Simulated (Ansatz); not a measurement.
LiF:
```
LiF
1.0
    0.00000     2.03391     2.03391
    2.03391     0.00000     2.03391
    2.03391     2.03391     0.00000
Li F
1 1
Direct
  0.00000   0.00000   0.00000
  0.50000   0.50000   0.50000
```

This is the PBE-relaxed structure.

Problem. All from DFT-PBE in the program Ansatz with PAW potentials, unless another level is named. Estimate the Hill bulk and shear moduli.

Solution. 67.4 and 46.2 GPa.

Problem. What about the zero-point energy?

Solution. 56.7 meV/atom.

Problem. Next, the vibrational entropy at 300 K?

Solution. 19.3 J/(K·mol of atoms).

Problem. And the highest zone-centre frequency (without LO–TO term)?

Solution. 266 cm^-1.

Space group Fm-3m (rock salt). The PBE relaxation kept the symmetry of its start; phonons on a q-mesh show no instability.

Potentials: the later of the program's two PAW sets.
